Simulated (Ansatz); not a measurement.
**Structure relaxation, Ba**

The start is a generated trial cell of Ba in the fcc structure type. The structure is fully relaxed (lattice and positions, P = 0) with r2SCAN (plane waves to 500 eV, PAW, scalar-relativistic; Ansatz, a program for electronic structure). The first steps use a coarse 9×9×9 k-mesh.

Input geometry:
```
Ba
1.0
    0.00000     3.16240     3.16240
    3.16240     0.00000     3.16240
    3.16240     3.16240     0.00000
Ba
1
Cartesian
  0.00000   0.00000   0.00000
```

Task: How much energy is released per atom?

Result: Under 0.01 eV/atom.

Task: How does the volume change?

Result: +6.3 %, from 63.25 to 67.22 Å³/atom.

Task: What band gap does the relaxed structure have at this level?

Result: No gap on the sampled points, where the bands overlap only slightly; such a result is sensitive to mesh and level.

Task: Write out the relaxed structure.

Result: 
```cif
data_Ba4
_chemical_formula_sum 'Ba4'
_space_group_name_H-M_alt 'Fm-3m'
_space_group_IT_number 225
_space_group_name_Hall '-F 4 2 3'
_cell_length_a 6.45448
_cell_length_b 6.45448
_cell_length_c 6.45448
_cell_angle_alpha 90.000
_cell_angle_beta 90.000
_cell_angle_gamma 90.000
loop_
_atom_site_label
_atom_site_type_symbol
_atom_site_symmetry_multiplicity
_atom_site_Wyckoff_symbol
_atom_site_fract_x
_atom_site_fract_y
_atom_site_fract_z
_atom_site_occupancy
Ba1 Ba 4 a 0.00000 0.00000 0.00000 1
```
(The calculation used a cell of 1 atom; values per cell refer to that cell.)

The space group stays Fm-3m (No. 225) (the run could not lower it); the end is fcc (Cu type), with 1 atom in the primitive cell. Final values are on a 13×13×13 k-mesh of the relaxed cell. No spin polarisation in the result.

The run could not lose the symmetry of its start: the end is stationary, and may be a saddle point rather than a minimum.

The relaxed structure here is a generated cell of Ba: the first start was made by placing the elements on the sites of a structure type, and the end was not matched to a known phase here, so it may be hypothetical. Known forms of Ba include space group No. 229.
